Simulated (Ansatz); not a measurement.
CaC2:
```xyz
6
Lattice="3.2974 2.0831 0.0000 -3.2974 2.0831 0.0000 -2.1067 0.0000 7.0215" Properties=species:S:1:pos:R:3 pbc="T T T"
Ca    -1.5801     3.4278     5.2662
Ca    -0.5267     0.7383     1.7554
C     -2.6107     1.4986     3.9270
C      0.5040     2.6675     3.0946
C     -0.5494     1.4986     6.6053
C     -1.5574     2.6675     0.4162
```

Relaxed with r²SCAN.

Question: Map the electron localisation function on the plane through (0.823, 0.823, 0.750) spanned by u = [1, 0, 1] and v = [1, 1, -1] in lattice vectors, from DFT-r²SCAN in the program Ansatz with PAW potentials.

Answer: x is the fraction of u, y of v (the angle between them is 128°; rows are the nearest grid lines); atoms in the plane: Ca at (0.00, 0.00), C at (0.56, 0.76).
```
y \ x   0.000  0.0811  0.189  0.270  0.351  0.459  0.541  0.649  0.730  0.811  0.919   1.00
------  -----  ------  -----  -----  -----  -----  -----  -----  -----  -----  -----  -----
1.00    0.720   0.861  0.033  0.614  0.832  0.606  0.055  0.045  0.084  0.023  0.860  0.720
0.925   0.859   0.184  0.053  0.322  0.223  0.039  0.207  0.646  0.735  0.090  0.864  0.859
0.850   0.031   0.020  0.021  0.025  0.093  0.541  0.691  0.876  0.914  0.071  0.362  0.031
0.775   0.041   0.050  0.027  0.406  0.715  0.832  0.302  0.924  0.877  0.032  0.021  0.041
0.700   0.104   0.065  0.329  0.887  0.424  0.890  0.353  0.882  0.281  0.021  0.054  0.104
0.625   0.043   0.020  0.839  0.897  0.435  0.767  0.677  0.208  0.019  0.032  0.105  0.043
0.550   0.617   0.224  0.830  0.827  0.648  0.382  0.074  0.061  0.035  0.029  0.106  0.617
0.450   0.866   0.177  0.213  0.151  0.041  0.381  0.868  0.726  0.081  0.321  0.844  0.866
0.375   0.625   0.012  0.022  0.019  0.363  0.931  0.867  0.650  0.042  0.829  0.861  0.625
0.300   0.020   0.034  0.019  0.150  0.820  0.228  0.502  0.536  0.061  0.664  0.251  0.020
0.225   0.048   0.020  0.015  0.421  0.690  0.830  0.833  0.429  0.020  0.021  0.052  0.048
0.150   0.036   0.410  0.064  0.434  0.801  0.553  0.714  0.228  0.028  0.070  0.038  0.036
0.0750  0.854   0.864  0.097  0.533  0.689  0.839  0.752  0.028  0.030  0.029  0.182  0.854
0.000   0.720   0.861  0.033  0.614  0.832  0.606  0.055  0.045  0.084  0.023  0.860  0.720
```

The density is the valence pseudo-density with augmentation charge, so density and ELF within about 1 Å of a nucleus are not all-electron values.

Space group C2/c. The first step of the workflow began from a Materials Project structure, measured or hypothetical; the Crystallography Open Database copy checked does not list it. COD files the formula under space group No. 2, so this cell is another polymorph or a model. Its standing as an ambient phase is unchecked. The r²SCAN relaxation kept the symmetry of its start; whether a distortion lowers the energy is not shown.

Potentials: the later of the program's two PAW sets.
